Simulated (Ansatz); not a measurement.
Here is an unrelaxed guess for Lu2SiNF2.

```cif
data_structure
_symmetry_space_group_name_H-M 'P4mm'
_symmetry_Int_Tables_number 99
_cell_length_a 3.6160
_cell_length_b 3.6160
_cell_length_c 6.1825
_cell_angle_alpha 90.000
_cell_angle_beta 90.000
_cell_angle_gamma 90.000
_cell_volume 80.84
loop_
_atom_site_label
_atom_site_type_symbol
_atom_site_symmetry_multiplicity
_atom_site_Wyckoff_symbol
_atom_site_fract_x
_atom_site_fract_y
_atom_site_fract_z
_atom_site_occupancy
Lu1 Lu 1 a 0.00000 0.00000 0.63213 1
Lu2 Lu 1 b 0.50000 0.50000 0.37103 1
Si1 Si 1 a 0.00000 0.00000 0.17470 1
N1 N 1 b 0.50000 0.50000 0.83264 1
F1 F 2 c 0.50000 0.00000 0.99405 1
```

Level of theory: Ansatz, DFT PBE, scalar-relativistic, plane waves, PAW. Cutoff 420 eV; k points 6×6×4 on the computed 6-atom cell (Γ-centred); Gaussian smearing, width 0.10 eV; no spin polarisation.

Formation energies are uncorrected and refer to the elements' standard structures at the same level (F₂, N₂ as molecules).

Question: Estimate its pressure, forces and energy as it stands.

Answer: The pressure is 15.9 GPa (the mean over three directions, positive in compression), the largest force is 8.09 eV/Å, and the energy is +0.08 eV/atom against the elements. The shortest distance is 2.07 Å.

Question: Is it a good guess?

Answer: A poor one: relaxing gains about 1.5 eV/atom (the start's value is from the coarse mesh, so the gain is rough) in 29 ionic steps and ends at −1.46 eV/atom on the finer mesh. The symmetry stays P4mm (No. 99). The volume per atom grows by 11.1 %, from 13.5 to 15.0 Å³. The shortest distance goes from 2.07 Å (N–F) to 2.04 Å (Lu–N). The ratio c/a of the conventional cell changes by a factor of 1.36. Conventional cell: a = 3.383 Å, c = 7.849 Å. Around Lu on its first site lie 4 F at 2.30 Å and 4 N at 2.54 Å; around Si lie 4 F at 2.44 Å and 4 Lu at 2.89 Å; N has 1 Lu at 2.04 Å and 4 Lu at 2.54 Å; F has 2 Lu at 2.30 Å, 4 F at 2.39 Å and 2 Si at 2.44 Å; 1 more site not described.

The last run used a 12×12×6 mesh (in the run's order of axes) for its 6-atom cell and Gaussian smearing of 0.10 eV. An odd number of electrons in the primitive cell allows no gap without spin; a larger cell or a magnetic state could open one. The cell is a metal run without spin; a magnetic state may lie lower. The relaxation can't lower the symmetry of the start, and the grade says only how near the guess is to its own end. A structure relaxed within its symmetry needn't be a true minimum. Another cell of Lu2SiNF2 relaxed alike, in P4/nmm, lies 126 meV/atom lower, so this cell isn't the stable form at this level.
